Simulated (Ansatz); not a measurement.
**Profile along the Sr–Sr line in Sr (fcc, Cu type)**

Sr (fcc, Cu type)

```
Sr
1.0
    0.00000     3.01446     3.01446
    3.01446     0.00000     3.01446
    3.01446     3.01446     0.00000
Sr
1
Direct
  0.00000   0.00000   0.00000
```

Fields along a shortest Sr–Sr line of a {111} plane (4.26 Å), from Sr to Sr, interpolated on the slice's grid (step about 0.3 Å). Method: PBE (plane waves to 420 eV, PAW, scalar-relativistic; Ansatz, an electronic-structure program). k mesh 13×13×13. Inside the PAW spheres the values are not all-electron values, and peaks at nuclei hang on which shells count as valence. Sr was relaxed with its symmetry unable to fall.

```tsv
distance from Sr (Å)	valence electron density (e/Å³)	electron localisation function
0.00	1.09	x
0.43	2.65	x
0.85	1.08	0.83
1.28	0.15	0.21
1.70	0.05	0.10
2.13	0.04	0.28
2.56	0.05	0.10
2.98	0.15	0.21
3.41	1.08	0.83
3.83	2.65	x
4.26	1.09	x
```

x: too close to a nucleus for the ELF to mean much.

Density on the Sr–Sr line (4.26 Å) at its midpoint: 0.04 e/Å³. ELF at that point: 0.28.
